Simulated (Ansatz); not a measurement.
CuSn:
```xyz
4
Lattice="4.0737 0.0000 0.0000 -2.0368 3.5279 0.0000 0.0000 0.0000 4.9219" Properties=species:S:1:pos:R:3 pbc="T T T"
Cu     0.0000     0.0000     0.0000
Cu     0.0000     0.0000     2.4609
Sn     0.0000     2.3519     1.2305
Sn     2.0368     1.1760     3.6914
```

Relaxed with LDA. Special points in fractions of this cell's reciprocal vectors: Γ (0.000, 0.000, 0.000); M (0.500, 0.000, 0.000); K (0.333, 0.333, 0.000); A (0.000, 0.000, 0.500); L (0.500, 0.000, 0.500); H (0.333, 0.333, 0.500).

Task: List the band energies nearest the Fermi level at these points for the program Ansatz at the LDA level (PAW).

Result: In eV from the Fermi level; about four levels below and three above (degenerate sets whole), none deeper than 8.9 eV; points with the same levels are listed once.

```json
[
 {"k": "Γ", "below": "-3.58 -3.58 -3.00 -3.00 -1.39", "above": "1.06 1.06 2.34 2.34"},
 {"k": "M", "below": "-2.30 -1.89 -1.78 -1.01", "above": "0.94 3.15 4.93"},
 {"k": "K", "below": "-3.01 -3.01 -1.09 -0.23 -0.23", "above": "1.10 1.10 2.64"},
 {"k": "A", "below": "-3.65 -3.65 -3.65 -3.65", "above": "2.00 2.00 2.29 2.29 2.29 2.29"},
 {"k": "L", "below": "-3.52 -3.52 -3.23 -3.23", "above": "0.22 0.22 1.74 1.74"},
 {"k": "H", "below": "-2.90 -2.90 -2.54 -2.54", "above": "5.90 5.90 8.06 8.06"}
]
```

Space group P6_3/mmc (NiAs type). The workflow started from a Materials Project entry (that database holds measured and hypothetical structures alike); the Crystallography Open Database files this formula in space group No. 194, but the cells were not matched. Whether it is the stable phase at ambient conditions was not checked. The cell was relaxed with LDA under the symmetry of its start; whether a distortion lowers the energy is not shown. The run is not spin-polarised. Scalar-relativistic: spin–orbit coupling is off unless named, which matters more the heavier the elements.

Potentials: the later of the program's two PAW sets.
